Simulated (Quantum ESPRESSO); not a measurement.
**Kohn-Sham bands of Pb₂SeS (P4/mmm)**

```yaml
crystal:
  lattice:
    - [4.29713, 0.00000, 0.00000]
    - [0.00000, 4.29713, 0.00000]
    - [0.00000, 0.00000, 6.09243]
  atoms:
    - { symbol: Pb, position: [0.00000, 0.00000, 0.00000] }
    - { symbol: Pb, position: [0.50000, 0.50000, 0.50000] }
    - { symbol: Se, position: [0.50000, 0.50000, 0.00000] }
    - { symbol: S, position: [0.00000, 0.00000, 0.50000] }
```

Structure: Materials Project mp-1219943, symmetrised, not relaxed again. Not found in the COD (Crystallography Open Database) copy used; not checked further. Computed values, not measurements, from PBEsol: Quantum ESPRESSO (norm-conserving PseudoDojo potentials, cutoff 69 Ry, spinors with spin-orbit coupling) on a Γ-centred 6×6×4 mesh, then Wannier90. Density: 8×8×6 mesh, Gaussian smearing 0.01 Ry. With spin-orbit coupling a semilocal functional can close or falsely invert a small gap; the band order was not checked against a better method.

Energies are relative to the Fermi level; weights are on the orthonormalised atomic waves of the pseudopotential files, averaged over the group. 50 electrons a cell are treated as valence.

| bands | from (eV) | to (eV) | filling | weight on atomic waves |
|---|---|---|---|---|
| 1–4 | -47.88 | -47.88 | filled | (withheld) |
| 5–10 | -46.99 | -46.98 | filled | (withheld) |
| 11–18 | -18.02 | -17.97 | filled | (withheld) |
| 19–30 | -15.55 | -15.37 | filled | (withheld) |
| 31–34 | -13.37 | -11.54 | filled | (withheld) |
| 35–38 | -8.60 | -6.10 | filled | (withheld) |

Question: Which atomic shells make up each group?

Answer: 
- 1–4, weight on atomic waves: Se 3d 100 %
- 5–10, weight on atomic waves: Se 3d 100 %
- 11–18, weight on atomic waves: Pb 5d 100 %
- 19–30, weight on atomic waves: Pb 5d 99 %
- 31–34, weight on atomic waves: S 3s 40 %, Se 4s 39 %, Pb 6p 13 %
- 35–38, weight on atomic waves: Pb 6s 74 %, Se 4p 10 %, S 3p 7 %

No gap over 0.05 eV opens at the Fermi level at this level of theory; semilocal functionals close the gap of some real semiconductors.
